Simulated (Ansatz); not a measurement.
Theory: DFT PBE, scalar-relativistic, plane waves, PAW in Ansatz 0.2.0. All cells share a 420 eV cutoff and Γ-centred k meshes spaced at most about 0.3 Å⁻¹ (about 0.25 or finer for metals, 2π included). No spin polarisation in the final relaxations.

These are static total energies at zero pressure. Lower structures may exist.

Problem. Order these relaxed structures of Bi2Te by energy, lowest first, with the energy over the lowest of them.
A.

```
Bi Te
1.0
    -4.17328    4.17328    3.10791
     4.17328   -4.17328    3.10791
     4.17328    4.17328   -3.10791
Bi Te
4 2
Direct
  0.37500 0.62500 0.75000
  0.87500 0.62500 0.25000
  0.37500 0.12500 0.75000
  0.37500 0.62500 0.25000
  0.00000 0.00000 0.00000
  0.75000 0.25000 0.50000
```

B.

```
Bi Te
1.0
    -3.05850    3.05850    3.20956
     3.05850   -3.05850    3.20956
     3.05850    3.05850   -3.20956
Bi Te
2 1
Direct
  0.00000 0.50000 0.50000
  0.50000 0.00000 0.50000
  0.50000 0.50000 0.00000
```

C.

```
Bi Te
1.0
     6.47827    0.00000    0.00000
     0.00000    6.47827    0.00000
     0.00000    0.00000    5.78428
Bi Te
4 2
Direct
  0.23008 0.23008 0.50000
  0.76992 0.76992 0.50000
  0.26992 0.73008 0.50000
  0.73008 0.26992 0.50000
  0.00000 0.50000 0.88808
  0.50000 0.00000 0.11192
```

D.

```
Bi Te
1.0
    10.97431    0.00000    0.00000
    -5.48716    9.50403    0.00000
     0.00000    0.00000    3.03041
Bi Te
4 2
Direct
  0.00000 0.00000 0.00000
  0.50000 0.00000 0.50000
  0.00000 0.50000 0.50000
  0.50000 0.50000 0.50000
  0.33333 0.66667 0.50000
  0.66667 0.33333 0.50000
```

Solution. A (0 meV/atom), C (124 meV/atom), B (401 meV/atom), D (436 meV/atom). Forms: A I4_1/amd; C P42_12; B I4/mmm; D P6/mmm. Counting Te atoms around Bi (those within 1.25 times the shortest such distance or 1.15 times the sum of covalent radii, 1.27 where that leaves under three; the shortest distance is added where it exceeds 1.18 times the sum of covalent radii; a slash parts the counts of unlike sites): A has Bi 2; C has Bi 2; B has Bi 2; D has Bi 2/12 from 6.5 Å. D holds Te–Te chains (shortest 3.03 Å) (bonds between like non-metal atoms; other contacts aren't counted).

Weakly bound directions are ill-defined at this level, which has no dispersion term (P42_12), and this can change margins and order among such cells. Spin–orbit coupling, which can matter for Bi and Te, is left out. The I4_1/amd cell at 36.1 Å³/atom was relaxed from a Materials Project cell. Cells relaxed within their symmetry can be saddle points. Some types were kept out of the candidates beforehand, so the set may lack a known form.
